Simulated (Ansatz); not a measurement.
**SnO$_{2}$: computed property card**

SnO$_{2}$:
```
CELL_PARAMETERS angstrom
      3.54943     0.00000     0.00000
      0.00000     3.54943     0.00000
      0.00000     0.00000     5.42846
ATOMIC_POSITIONS crystal
  Sn 0.00000 0.00000 0.00000
  Sn 0.50000 0.50000 0.50000
  O  0.00000 0.50000 0.17716
  O  0.00000 0.50000 0.67716
  O  0.50000 0.00000 0.32284
  O  0.50000 0.00000 0.82284
```

Space group P4_2/nmc (No. 137); conventional cell a = b = 3.5494 Å, c = 5.4285 Å, α = β = γ = 90.00°.

Method: r²SCAN (plane waves, PAW; program Ansatz). Geometry: relaxed at this level of theory. Other levels are named where they apply.

**Cell and energy**

```json
{
  "volume_per_atom": "11.40 Å³",
  "density": "7.32 g/cm³",
  "Formation energy from the elements (no fitted shifts)": "-1.66 eV/atom"
}
```

**Electronic structure**

```json
{
 "band_gap": "1.70 eV (indirect)",
 "valence_band_maximum": "at M",
 "conduction_band_minimum": "at Γ",
 "smallest_direct_gap_on_the_standard_path": "1.83 eV",
 "electron_effective_mass": "0.18, 0.18, 0.19 mₑ (principal values)",
 "Electron effective mass with spin–orbit coupling": "0.18, 0.18, 0.19 mₑ (principal values)",
 "HSE06 gap on the r²SCAN cell": "2.61 eV",
 "Gap with spin–orbit coupling": "1.71 eV"
}
```

**Mechanics**

```json
{
 "Bulk modulus (Birch–Murnaghan fit)": "149 GPa",
 "Pressure derivative B′": "6.3",
 "Elastic constants (relaxed ions, GPa)": "C11 = 286, C12 = 271, C13 = 72.1, C33 = 200, C44 = -28.0, C66 = 154",
 "mechanical_stability": "unstable (C has a negative eigenvalue)"
}
```

**Charges**

```json
{
 "bader_charges": "Sn +2.58, O -1.29 e"
}
```

The cell is a constructed one: a structure type filled with these elements; neither database checked (COD, Materials Project) lists it. It is not the phase usual at ambient conditions (space group No. 136). The cell was relaxed with r²SCAN under the symmetry of its start. The references are the lowest solids computed at this level, not always the standard phases (solids in place of the gases). Scalar-relativistic: spin–orbit coupling is off unless named, which matters more the heavier the elements.

Potentials: the later of the program's two PAW sets.
